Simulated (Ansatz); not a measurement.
Relaxing NbSi in the wurtzite type

First guess:

```yaml
crystal:
  lattice:
    - [4.20828, 0.00000, 0.00000]
    - [-2.10414, 3.64448, 0.00000]
    - [0.00000, 0.00000, 6.85949]
  atoms:
    - { symbol: Nb, position: [0.33333, 0.66667, 0.00000] }
    - { symbol: Nb, position: [0.66667, 0.33333, 0.50000] }
    - { symbol: Si, position: [0.33333, 0.66667, 0.37600] }
    - { symbol: Si, position: [0.66667, 0.33333, 0.87600] }
```

The calculation used DFT, PBE, PAW with Ansatz's default frozen-core files, scalar-relativistic in Ansatz 0.2.0.

Cell and atoms relax within the symmetry of the start on a 10×10×6 k mesh with 0.03 eV Fermi–Dirac smearing.

The start is built from a prototype, known or not as a phase of this compound; the cutoff is 420 eV.

(1) What is the pressure of the first guess?

(2) What does it relax to?

(3) How much energy does the relaxation release?

Answers

(1) -7.07 GPa.

(2) a = 4.408 Å, b = 4.408 Å, c = 4.999 Å, α = 90.00°, β = 90.00°, γ = 120.00° (conventional cell), 21.03 Å³ per atom:
```xyz
4
Lattice="4.4077 0.0000 0.0000 -2.2038 3.8172 0.0000 0.0000 0.0000 4.9988" Properties=species:S:1:pos:R:3 pbc="T T T"
Nb    0.0000    2.5448   -0.3099
Nb    2.2038    1.2724    2.1895
Si    0.0000    2.5448    2.1895
Si    2.2038    1.2724    4.6889
```
It has left the symmetry of the starting type.

(3) 823 meV/atom.
